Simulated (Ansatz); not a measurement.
All numbers below come from DFT PBE, scalar-relativistic, plane waves, PAW (Ansatz 0.2.0). All cells share a 420 eV cutoff and Γ-centred k meshes spaced at most about 0.3 Å⁻¹ (about 0.25 or finer for metals, 2π included). No spin polarisation in the final relaxations.

Each of these unrelaxed guesses is relaxed in cell and atoms within its symmetry. A guess keeps its type if space group and coordination stay and the shape of the cell changes little (axis ratios within about 15 %, angles within 6°); the volume may change.

1. LiGeN

```
CELL_PARAMETERS angstrom
3.29207 0.00000 0.00000
0.00000 4.14379 0.00000
0.00000 0.00000 6.81406
ATOMIC_POSITIONS crystal
Li 0.00000 0.00000 0.77118
Li 0.00000 0.00000 0.22882
Ge 0.50000 0.50000 0.86627
Ge 0.50000 0.50000 0.13373
N 0.00000 0.50000 0.23152
N 0.00000 0.50000 0.76848
```

2. AsSe4

```
CELL_PARAMETERS angstrom
5.30655 0.00000 0.00000
0.00000 5.30655 0.00000
0.00000 0.00000 5.30655
ATOMIC_POSITIONS crystal
As 0.00000 0.00000 0.00000
Se 0.25000 0.25000 0.25000
Se 0.75000 0.75000 0.25000
Se 0.25000 0.75000 0.75000
Se 0.75000 0.25000 0.75000
```

Question: Which keep their type?

Answer: Guess 2 keeps its type.

| guess | kept | start group | end group | V start (Å³/atom) | V end | b/a and c/a, end over start | nearest neighbours start | nearest neighbours end |
| --- | --- | --- | --- | --- | --- | --- | --- | --- |
| 1 | no | Pmmm | Pmmm | 15.5 | 19.0 | 0.90, 1.50 | Ge 3, Li 2, N 2 | Ge 2, Li 2, N 4 |
| 2 | yes | P-43m | P-43m | 29.9 | 24.2 | 1.00, 1.00 | As 4, Se 1 | As 4, Se 1 |

Neighbours count within 15 % of an atom's shortest distance; end groups are read at 0.02 Å (0.05 Å in metals).

Weakly bound directions are ill-defined at this level, which has no dispersion term (LiGeN Pmmm, AsSe4 P-43m). In AsSe4 P-43m an odd number of electrons in the primitive cell allows no gap without spin; a larger cell or a magnetic state could open one. A magnetic state wasn't ruled out in cells without spin, among them AsSe4 P-43m. Cells relaxed within their symmetry can be saddle points.
